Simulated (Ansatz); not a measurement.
O (bcc (W type), Im-3m) at seven volumes, DFT-PBE+D3(BJ) in the program Ansatz with PAW potentials, scaled uniformly. One row is withheld.

| V (Å³/atom) | P (GPa) |
|---|---|
| 6.996 | 18.77 |
| 7.227 | 11.13 |
| 7.457 | 4.92 |
| 7.688 | 0.00 |
| 7.919 | -4.28 |
| 8.149 | ? |
| 8.380 | -10.98 |

Question: Fit the shown pressures and predict the withheld one.

Answer: P = (3/2)B₀(x^(7/2) − x^(5/2))[1 + (3/4)(B′ − 4)(x − 1)] with x = (V₀/V)^(2/3). Least squares on the six rows gives V₀ = 7.683 Å³/atom, B₀ = 157 GPa, B′ = 5.13. At V = 8.149, x = 0.9615 and P = -7.95 GPa. The run itself gave -7.95 GPa.

A made-up cell: these elements were put on the sites of a structure type; neither database checked (COD, Materials Project) lists it. It is not the usual solid phase (space group No. 12). The PBE+D3(BJ) relaxation kept the symmetry of its start. At this level the phase is mechanically unstable. Spin order of the final state: ferromagnetic, the only order run, not a proven ground state. The substance is a gas or liquid at ambient conditions. No Hubbard U is applied.

Potentials: the later of the program's two PAW sets.
